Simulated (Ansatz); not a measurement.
CsBr (CsCl type, space group No. 221), a = 4.3237 Å, b = 4.3237 Å, c = 4.3237 Å, α = 90.00°, β = 90.00°, γ = 90.00°.

Relaxed with r²SCAN. DFT-r²SCAN in the program Ansatz with PAW potentials gives a gap of 5.19 eV.

Q: What gap does HSE06 give on the same cell (Ansatz, PAW)?

A: 5.60 eV, 0.41 eV more. The hybrid was solved on a coarser mesh and at special points; its gap is the smallest among all of these.

```tsv
k	v1 r²SCAN	c1 r²SCAN	v1 HSE06	c1 HSE06
Γ	0.00	5.19	0.00	5.60
R	-1.11	8.90	?	?
M	0.00	5.84	?	?
X	-0.19	6.44	?	?
```

Q: Top valence (v1) and lowest conduction level (c1) in eV from each method's valence maximum (which need not be a listed point): supply the withheld HSE06 values.

A: 
- R, v1 HSE06: -1.18
- R, c1 HSE06: 9.56
- M, v1 HSE06: 0.00
- M, c1 HSE06: 6.42
- X, v1 HSE06: -0.20
- X, c1 HSE06: 7.14

Cost on shared cores: the r²SCAN run (SCF on a 7×7×7 mesh, then bands and DOS) around 23 core-seconds (rough), the HSE06 run (SCF on 5×5×5, then a few points) around 110 core-seconds (rough); the tasks are unlike.

Space group Pm-3m (CsCl type). The r²SCAN relaxation kept the symmetry of its start. Spin–orbit coupling is left out wherever it is not named.

Potentials: the later of the program's two PAW sets.
